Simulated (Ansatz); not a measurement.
Eu (Cmcm); volume scaled by 0.74.

```
Eu
1.0
     1.80635   -3.14741    0.00000
     1.80635    3.14741    0.00000
     0.00000    0.00000    5.73521
Eu
2
Cartesian
  1.8064 -2.1205 4.3014
  1.8064 2.1205 1.4338
```

The reference geometry is a structure from the Materials Project; nothing is relaxed.

Functional, mesh and filling: LDA, 10×10×5 k mesh, Fermi–Dirac smearing of 0.08 eV. LAPW is all-electron LAPW in Ansatz 0.2.0. Site moments are integrated in spheres about the atoms. Start moments (μB): Eu1 7, Eu2 7.

The self-consistent cycle went as follows.

```
iteration  Harris–Foulkes energy less the last (meV)  density residual (eV)   M (μB)  ∫|m| (μB)
        1                                    774.754                1.2e-02  14.4827    14.4829
        2                                    326.162                7.9e-03  14.5136    14.5137
        3                                    105.866                2.4e-03  14.6047    14.6048
        4                                     44.514                1.5e-03  14.6372    14.6373
        5                                     26.800                1.1e-03  14.6449    14.6450
        6                                      2.251                1.8e-04  14.6546    14.6546
        7                                      0.150                2.6e-05  14.6488    14.6489
        8                                      0.011                1.7e-06  14.6423    14.6423
        9                                      0.001                5.1e-07  14.6414    14.6415
       10                                      0.000                1.5e-07  14.6412    14.6413
       11                                      0.000                1.8e-08  14.6413    14.6413
       12                                      0.000                1.3e-10  14.6413    14.6413
```

Site moments (μB): Eu1 7.13, Eu2 7.13. Cell moment 14.64 μB.

Without U a semilocal functional puts the f levels too near the Fermi level, which can change moments and the order of magnetic states; site and cell moments are spin moments. Spin–orbit coupling is left out although heavy atoms are present. With open f shells a run can end in a state that isn't the lowest. The magnetic state is the one that this cell and start allow. It needn't be the compound's measured order, which may need a larger cell or be absent.
